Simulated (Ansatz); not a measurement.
Relaxation of a relaxed ZrO2 cell shaken by Gaussian noise of σ = 0.08 Å a coordinate; 12 atoms in the cell, which starts as P1 (No. 1), aP12; a = 5.098 Å, b = 5.128 Å, c = 5.324 Å, α = 90.00°, β = 90.00°, γ = 90.00°. The numbers are results of PBE (plane waves to 420 eV, PAW, scalar-relativistic; Ansatz, a program for electronic structure), not measurements. Γ-centred k-mesh 4×4×4 on the run's cell (coarser than for final values), Fermi–Dirac smearing 0.05 eV. This is the first round of the run. 

The optimiser's lines from the output (shortened; P is positive under compression):

```
relax step   1: F+E_penalty+E_count = -21294.25677736 eV  Δ(F+E_penalty+E_count) = +0.000e0 eV  max|allowed force component| = 4.298e0 eV/Å  Δτ_max = 0.0000 Å  P = +3.589 GPa  Ω = 139.171 Å³  (8 SCF iters, dr2 threshold 1.00e-7 eV, accepted)
relax step   2: F+E_penalty+E_count = -21295.54011803 eV  Δ(F+E_penalty+E_count) = -1.283e0 eV  max|allowed force component| = 1.254e0 eV/Å  Δτ_max = 0.1949 Å  P = +0.669 GPa  Ω = 139.194 Å³  (7 SCF iters, dr2 threshold 1.20e-6 eV, accepted)
relax step   3: F+E_penalty+E_count = -21295.80316412 eV  Δ(F+E_penalty+E_count) = -2.630e-1 eV  max|allowed force component| = 1.403e-1 eV/Å  Δτ_max = 0.2000 Å  P = -1.436 GPa  Ω = 140.264 Å³  (7 SCF iters, dr2 threshold 1.20e-6 eV, accepted)
relax step   4: F+E_penalty+E_count = -21295.84588605 eV  Δ(F+E_penalty+E_count) = -4.272e-2 eV  max|allowed force component| = 3.119e-2 eV/Å  Δτ_max = 0.1050 Å  P = +0.296 GPa  Ω = 139.155 Å³  (7 SCF iters, dr2 threshold 1.20e-6 eV, accepted)
relax step   5: F+E_penalty+E_count = -21295.84639507 eV  Δ(F+E_penalty+E_count) = -5.090e-4 eV  max|allowed force component| = 6.032e-3 eV/Å  Δτ_max = 0.0094 Å  P = -0.018 GPa  Ω = 139.197 Å³  (5 SCF iters, dr2 threshold 3.98e-7 eV, accepted)
relax step   6: F+E_penalty+E_count = -21295.84640970 eV  Δ(F+E_penalty+E_count) = -1.463e-5 eV  max|allowed force component| = 8.658e-4 eV/Å  Δτ_max = 0.0017 Å  P = +0.005 GPa  Ω = 139.200 Å³  (5 SCF iters, dr2 threshold 6.40e-9 eV, accepted)
relax step   7: F+E_penalty+E_count = -21295.84662629 eV  Δ(F+E_penalty+E_count) = -2.166e-4 eV  max|allowed force component| = 8.833e-4 eV/Å  Δτ_max = 0.0000 Å  P = -0.017 GPa  Ω = 139.200 Å³  stress off target by 2.59e-2 GPa  SCF on the basis re-selected at this cell (its energy is not comparable with the rows above)  (5 SCF iters)
relax step   8: F+E_penalty+E_count = -21295.84667831 eV  Δ(F+E_penalty+E_count) = -5.201e-5 eV  max|allowed force component| = 2.165e-4 eV/Å  Δτ_max = 0.0002 Å  P = -0.000 GPa  Ω = 139.188 Å³  (4 SCF iters, dr2 threshold 1.68e-9 eV, accepted)
relax step   9: F+E_penalty+E_count = -21295.84653925 eV  Δ(F+E_penalty+E_count) = +1.391e-4 eV  max|allowed force component| = 2.218e-4 eV/Å  Δτ_max = 0.0000 Å  P = -0.001 GPa  Ω = 139.188 Å³  stress off target by 1.97e-3 GPa  SCF on the basis re-selected at this cell (its energy is not comparable with the rows above)  (5 SCF iters)
```

From the first to the last row the energy changes by -0.13 eV/atom and the volume by 0.0 %. The last row is marked as not comparable with the walk above it, whose basis was carried along; it does compare with step 1, since both stand on a basis selected at the nominal cutoff for their own cell.

Later rounds, restarted from the end of this one on a renewed k-mesh, logged 2 more steps and released under 1 meV/atom more. The final structure after all rounds: Pca2₁ (No. 29), oP12; a = 5.324 Å, b = 5.098 Å, c = 5.128 Å, α = β = γ = 90.00°. No spin polarisation in the result.

The first start was generated by placing the elements on the sites of a structure type. A measured structure of ZrO2 has the same space group, Pca2₁ (No. 29); the sites were not compared with it. Another known form has space group No. 14.
